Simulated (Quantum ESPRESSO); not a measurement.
## Convergence of NMR parameters in CaSe

```
CaSe
1.0
    0.00000     2.97024     2.97024
    2.97024     0.00000     2.97024
    2.97024     2.97024     0.00000
Ca Se
1 1
Direct
  0.00000   0.00000   0.00000
  0.50000   0.50000   0.50000
```
The geometry is a computed Materials Project entry, not a measured one. It is CaSe in Fm-3m; whether this form has been observed was not checked. Stability against distortions was not tested.

Method: σ by PBE GIPAW (a modified build of Quantum ESPRESSO, JTH PAW datasets). The cutoff rises from row to row, with the meshes as listed. Costs are rough, from a shared machine. Shieldings are absolute and leave out the bulk-susceptibility term; a larger σ means a smaller chemical shift. No spin–orbit coupling; Se is the heaviest element present. No d partial waves on Se: the paramagnetic term there is incompletely reconstructed. PBE places the empty d or f states of Ca too low, which is known to distort σ on and beside such ions.

```json
[
 {"setting": "A", "cutoff (Ha)": "8", "k-mesh": "4×4×4 through Γ", "σ_iso Ca (ppm)": "999.8", "σ_iso Se (ppm)": "1499.1", "f-sum rule missed by (%)": "0.72", "rough cost ratio": "about 1"},
 {"setting": "B", "cutoff (Ha)": "10", "k-mesh": "4×4×4 shifted", "σ_iso Ca (ppm)": "980.8", "σ_iso Se (ppm)": "1470.6", "f-sum rule missed by (%)": "0.09", "rough cost ratio": "about 1"},
 {"setting": "C", "cutoff (Ha)": "20", "k-mesh": "5×5×5 shifted", "σ_iso Ca (ppm)": "958.7", "σ_iso Se (ppm)": "1450.3", "f-sum rule missed by (%)": "0.02", "rough cost ratio": "4"},
 {"setting": "D", "cutoff (Ha)": "30", "k-mesh": "7×7×7 shifted", "σ_iso Ca (ppm)": "960.1", "σ_iso Se (ppm)": "1446.5", "f-sum rule missed by (%)": "0.00", "rough cost ratio": "10"}
]
```

Largest change from the last row but one to the last: σ_iso Se (ppm) by -3.8.
